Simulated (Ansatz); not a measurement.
An Ansatz (a quantum-chemistry and plane-wave program) run. Input:

Ansatz 0.2 input:
```yaml
crystal:
  lattice:
    - [3.9554766461, 0.0, 0.0]
    - [0.0, 3.9554766461, 0.0]
    - [0.0, 0.0, 4.0460049024]
  atoms:
    - { symbol: Ba, position: [0.5, 0.5, 0.582719827] }
    - { symbol: Ti, position: [0.0, 0.0, 0.0979124532] }
    - { symbol: O, position: [0.0, 0.5, 0.0633498183] }
    - { symbol: O, position: [0.5, 0.0, 0.0633498183] }
    - { symbol: O, position: [0.0, 0.0, 0.5526580833] }
kpoints:
  mp_grid: { grid: [6, 6, 6] }
  band_path:
    path:
      - [[0.0, 0.0, 0.0], [0.0, 0.5, 0.0], [0.5, 0.5, 0.0], [0.0, 0.0, 0.0], [0.0, 0.0, 0.5], [0.0, 0.5, 0.5], [0.5, 0.5, 0.5], [0.0, 0.0, 0.5]]  # Γ-X-M-Γ-Z-R-A-Z
      - [[0.0, 0.5, 0.0], [0.0, 0.5, 0.5]]  # X-R
      - [[0.5, 0.5, 0.0], [0.5, 0.5, 0.5]]  # M-A
      - [VBM, CBM]
    npoints: 8
basis: { xc_grid: 2 }
hamiltonian:
  xc: pbesol
  pseudopotentials: { azcp: { folder: ./paw }, kind: paw_fr }
magnetization: { noncollinear: true, spin_orbit: true }
scf:
  n_extra_bands: 12
  convergence: { dr2_threshold: 0.0000000001 }
  occupations: { method: gaussian, width: 0.01 }
checkpoint: { write: soc.run }
output: { eigenvalues: true }
```

Output (shortened):

```
Pseudopotential: Ba, paw, valence charge 10
Pseudopotential: Ti, paw, valence charge 12
Pseudopotential: O, paw, valence charge 6
Functional definition: PBEsol
non-collinear run that drives no moment, with spin-orbit …
Crystal: 5 atoms, lattice volume = 63.303 Å³
Basis set: ecut = 420 eV, 1229 PW (Γ), exchange–correlation on 54×54×60 points (8 copies of the dense FFT grid, shifted against one another)
Bands: 52, of which v1, the nominal top of the filled ones, is band 40 counted from 1 (39 counted from 0)
Symmetry: 8 space group operations + 8 with time reversal
k-points: 40 of 216 (time reversal used)
Projection manifold: j_resolved (fully-relativistic pseudo-atomic orbitals)
SCF iter   1: F=—  HF=-10032.797047 eV  |F-HF|=—  |Δ(HF+E_count)|=         —  Δρ=5.56e-2  dr2=1.95e0  dr2_m=0.00e0 (ungated)  ethr=3.10e-3  |M|=0.00e0 ∫|m|=0.00e0 μB  |m|>n=0.0e0 m-floor=0.0e0 τ_xc=0.0e0  β_m=0.30  ⟨swp⟩=8.8  Hψ=10624  notcnv=0  defer=2
preconditioner: auto → Resta (q_TF=auto, 2.527 Å⁻¹)
spin=Noncollinear: Resta preconditioning applied to the charge; magnetization (m_x, m_y, m_z) channels mix plain (no charge-response kernel on spin).
SCF iter   2: F=—  HF=-10032.535359 eV  |F-HF|=—  |Δ(HF+E_count)|=   2.62e-1  Δρ=3.51e-2  dr2=8.92e-1  dr2_m=0.00e0 (ungated)  ethr=3.10e-3  |M|=0.00e0 ∫|m|=0.00e0 μB  |m|>n=0.0e0 m-floor=0.0e0 τ_xc=0.0e0  β_m=0.57  ⟨swp⟩=2.1  Hψ=2710  notcnv=0  defer=214
SCF iter   3: F=—  HF=-10032.389566 eV  |F-HF|=—  |Δ(HF+E_count)|=   1.46e-1  Δρ=1.09e-2  dr2=7.47e-2  dr2_m=0.00e0 (ungated)  ethr=2.23e-3  |M|=0.00e0 ∫|m|=0.00e0 μB  |m|>n=0.0e0 m-floor=0.0e0 τ_xc=0.0e0  β_m=0.63  ⟨swp⟩=3.0  Hψ=3414  notcnv=0  defer=214
SCF iter   4: F=—  HF=-10032.384798 eV  |F-HF|=—  |Δ(HF+E_count)|=   4.77e-3  Δρ=8.20e-3  dr2=4.59e-2  dr2_m=0.00e0 (ungated)  ethr=1.87e-4  |M|=0.00e0 ∫|m|=0.00e0 μB  |m|>n=0.0e0 m-floor=0.0e0 τ_xc=0.0e0  β_m=0.57  ⟨swp⟩=2.9  Hψ=3978  notcnv=0  defer=214
SCF iter   5: F=—  HF=-10032.377990 eV  |F-HF|=—  |Δ(HF+E_count)|=   6.81e-3  Δρ=1.43e-3  dr2=7.37e-4  dr2_m=0.00e0 (ungated)  ethr=1.15e-4  |M|=0.00e0 ∫|m|=0.00e0 μB  |m|>n=0.0e0 m-floor=0.0e0 τ_xc=0.0e0  β_m=0.79  ⟨swp⟩=2.0  Hψ=2900  notcnv=0  defer=214
SCF iter   6: F=—  HF=-10032.378539 eV  |F-HF|=—  |Δ(HF+E_count)|=   5.49e-4  Δρ=7.03e-4  dr2=2.69e-4  dr2_m=0.00e0 (ungated)  ethr=1.84e-6  |M|=0.00e0 ∫|m|=0.00e0 μB  |m|>n=0.0e0 m-floor=0.0e0 τ_xc=0.0e0  β_m=0.68  ⟨swp⟩=2.1  Hψ=3456  notcnv=0  defer=210
SCF iter   7: F=—  HF=-10032.378510 eV  |F-HF|=—  |Δ(HF+E_count)|=   2.97e-5  Δρ=2.76e-4  dr2=3.89e-5  dr2_m=0.00e0 (ungated)  ethr=6.72e-7  |M|=0.00e0 ∫|m|=0.00e0 μB  |m|>n=0.0e0 m-floor=0.0e0 τ_xc=0.0e0  β_m=0.60  ⟨swp⟩=2.0  Hψ=3320  notcnv=0  defer=208
SCF iter   8: F=—  HF=-10032.378510 eV  |F-HF|=—  |Δ(HF+E_count)|=   5.00e-7  Δρ=7.04e-5  dr2=1.75e-6  dr2_m=0.00e0 (ungated)  ethr=9.71e-8  |M|=0.00e0 ∫|m|=0.00e0 μB  |m|>n=0.0e0 m-floor=0.0e0 τ_xc=0.0e0  β_m=0.80  ⟨swp⟩=2.1  Hψ=2688  notcnv=0  defer=208
SCF iter  11: F=-10032.378512 eV  HF=-10032.378512 eV  |F-HF|=1.27e-11  |Δ(HF+E_count)|=  8.46e-10  Δρ=3.43e-7  dr2=7.36e-11  dr2_m=0.00e0 (ungated)  ethr=1.00e-12  |M|=0.00e0 ∫|m|=0.00e0 μB  |m|>n=0.0e0 m-floor=0.0e0 τ_xc=0.0e0  ⟨swp⟩=9.7  Hψ=8655  notcnv=0
SCF 1 converged in 11 iterations: F = -10032.378512 eV  dr2 = 7.36e-11
NSCF: frozen V_eff on 40 k-points
NSCF: frozen V_eff on 40 k-points
NSCF: frozen V_eff on 40 k-points
NSCF: frozen V_eff on 40 k-points
NSCF: frozen V_eff on 34 k-points
NSCF: frozen V_eff on 10 k-points
NSCF: frozen V_eff on 10 k-points
NSCF: frozen V_eff on 10 k-points
NSCF: frozen V_eff on 10 k-points
NSCF: frozen V_eff on 5 k-points
NSCF: frozen V_eff on 84 k-points
SCF converged after 11 iterations
Magnetization: |M| = 0.0000 μB,  M = (+0.0000, +0.0000, +0.0000) μB
Absolute magnetization: 0.0000 μB (∫|m|)
  site 0: m = (+0.0000, +0.0000, +0.0000) μB, |m| = 0.0000 μB  (R = 1.14 Å)
  site 1: m = (+0.0000, +0.0000, +0.0000) μB, |m| = 0.0000 μB  (R = 0.76 Å)
  site 2: m = (+0.0000, +0.0000, +0.0000) μB, |m| = 0.0000 μB  (R = 0.82 Å)
  site 3: m = (+0.0000, +0.0000, +0.0000) μB, |m| = 0.0000 μB  (R = 0.82 Å)
  site 4: m = (+0.0000, +0.0000, +0.0000) μB, |m| = 0.0000 μB  (R = 0.76 Å)
Free energy (F): -10032.378512 eV
Harris-Foulkes:  -10032.378512 eV  (|F-HF|=1.27e-11)
Internal energy: -10032.378512 eV  (E = F + TS)
E sigma→0 (E₀):  -10032.378512 eV
Fermi energy:    11.335844 eV
--- Per-component energies (eV) ---
  E_band       = -137.538360
  E_kinetic    = 946.641680
  E_local      = -2169.165496  (includes V_loc(G=0)·N_el)
  E_nonlocal   = 310.554350
  E_hartree    = 833.345590
  E_xc         = -527.798304
  E_vxc        = -550.493556  (∫ρ·V_xc dr)
  E_paw        = -6599.803853  (= ΣΔE_a)
  E_vpaw       = -341.768766  (= ΣTr[D̂ρ^β])
  E_aug_tail   = 0.002221  (compensation charges beyond the density's cutoff)
  E_ewald      = -2826.552821
  E_core_change = 0.398121  (= ΣΔE_core)
  E_smearing   =  0.000000  (= −TS)
  E_closure    =  0.000000  (closes the sum)
  Σ components = -10032.378512   (vs F -10032.378512, Δ=0.00e0)
  [band-id]    e_kinetic+e_local+e_nonlocal+2·e_hartree+e_vxc+e_vpaw+e_augmentation_tail = -137.538387   (vs E_band -137.538360, Δ=-2.70e-5)
--- Band table (eV; the first three rows and the last of 40) ---
  k-point 0: bands = ["-45.7283", "-45.7283", "-22.5500", "-22.5500", "-21.9150", "-21.9150", "-21.8687", "-21.8687", "-14.2429", "-14.2429", "-6.4735", "-6.4735", "-5.8423", "-5.8423", "-5.7674", "-5.7674", "-0.7963", "-0.7963", "1.0864", "1.0864", "1.1211", …
  k-point 1: bands = ["-45.7281", "-45.7281", "-22.5540", "-22.5540", "-21.9225", "-21.9225", "-21.8682", "-21.8682", "-14.2132", "-14.2132", "-6.5025", "-6.5025", "-5.8228", "-5.8228", "-5.7597", "-5.7597", "-0.7333", "-0.7333", "1.1651", "1.1651", "1.1906", …
  k-point 2: bands = ["-45.7279", "-45.7279", "-22.5622", "-22.5622", "-21.9371", "-21.9371", "-21.8671", "-21.8671", "-14.1525", "-14.1525", "-6.6437", "-6.6437", "-5.7443", "-5.7443", "-5.6801", "-5.6801", "-0.6159", "-0.6159", "1.2570", "1.2570", "1.4073", …
  k-point 39: bands = ["-45.7261", "-45.7261", "-22.5946", "-22.5946", "-21.9622", "-21.9622", "-21.9252", "-21.9252", "-13.9489", "-13.9489", "-5.6603", "-5.6603", "-5.5093", "-5.5093", "-5.4920", "-5.4920", "-1.4072", "-1.4072", "0.2044", "0.2044", …
```

Cost: around 90 core-seconds (rough) on shared cores.

Space group P4mm. The cell was relaxed with PBEsol under the symmetry of its start. No spin polarisation was allowed.

Potentials: the earlier of the program's two PAW sets.

Ansatz is a plane-wave DFT program.
